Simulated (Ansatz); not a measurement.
A geometry of TiTe₂ away from equilibrium: step 2 of the relaxation of a generated trial cell of TiTe2 in the AFLOW prototype A2B_tP6_129_ac_c (C38, as in Cu2Sb). Method: r2SCAN (plane waves to 500 eV, PAW, scalar-relativistic; Ansatz, an electronic-structure program). Γ-centred k-mesh 5×5×3 on the run's cell (coarser than for final values), Fermi–Dirac smearing 0.05 eV.

```xyz
6
Lattice="4.7596 0.0000 0.0000 0.0000 4.7596 0.0000 0.0000 0.0000 7.1971" Properties=species:S:1:pos:R:3:forces:R:3 pbc="T T T" free_energy=-32987.361 pressure_GPa=-3.8
Te     0.0000     0.0000     0.0000    0.0000    0.0000    0.0000
Te     2.3798     2.3798     0.0000    0.0000    0.0000    0.0000
Te     2.3798     0.0000     2.1376    0.0000    0.0000    3.0085
Te     0.0000     2.3798     5.0595    0.0000    0.0000   -3.0085
Ti     2.3798     0.0000     5.1128    0.0000    0.0000    1.4355
Ti     0.0000     2.3798     2.0843    0.0000    0.0000   -1.4355
```

Positions in Å, forces in eV/Å, free energy of the cell in eV (comparable only within this code, potentials and settings). Largest force: 3.01 eV/Å, on Te3, Te4 (atoms numbered as listed); the geometry lies 0.50 eV/atom above the end of its relaxation.

No spin polarisation in the result.

The run could not lose the symmetry of its start: the end is stationary, and may be a saddle point rather than a minimum.

The end of the path is a generated cell of TiTe2: the first start was made by placing the elements on the sites of a structure type, and the end was not matched to a known phase here, so it may be hypothetical. Known forms of TiTe2 include space group No. 164.
